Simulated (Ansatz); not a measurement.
The elements of this relaxed trial crystal are hidden behind letters.

```
lattice vectors (Å)
   3.6185    0.0000    0.0000
  -1.8093    3.1337    0.0000
   0.0000    0.0000    8.9379
fractional positions
X 0.3333 0.6667 0.6761
X 0.6667 0.3333 0.3239
Z 0.0000 0.0000 0.0000
Q 0.0000 0.0000 0.5000
Q 0.3333 0.6667 0.1490
Q 0.6667 0.3333 0.8510
```

Theory: DFT PBE, scalar-relativistic, plane waves, PAW (Ansatz 0.2.0). Settings of the last relaxation (6-atom cell): 420 eV, 12×12×4 k points, Gaussian smearing of 0.01 eV, no spin polarisation.

- Space group: P-3m1 (No. 164)
- Conventional cell: a = 3.619 Å, c = 8.938 Å
- Volume per atom: 16.89 Å³
- Density: 8.11 g/cm³
- Energy over the elements: −1.363 eV/atom
- Gap on the 12×12×4 mesh of the 6-atom cell: 0.24 eV

Energies are uncorrected and count from the elements' standard states at the same level.

**Question.** X is a lanthanide, Z is a lanthanide and Q is a p-block element of period 2. Which elements are they?

**Answer.** X = La, Z = Lu, Q = N, so the formula is La2LuN3. Density times volume gives a mean mass of 8.11 × 16.89/1.6605 = 82.5 u per atom, and this set has 82.5 u. La has 6 N at 2.61–2.62 Å and 3 Lu at 3.57 Å; Lu has 6 N at 2.48 Å and 6 La at 3.57 Å; N on a site of symmetry -3m is surrounded by 6 La at 2.62 Å; 1 more site not described. Other sets within the hints have nearly the same mass, so mass alone doesn't settle it; this one was computed.

Kohn–Sham gaps at this level usually fall short of measured ones. A structure relaxed within its symmetry needn't be a true minimum.
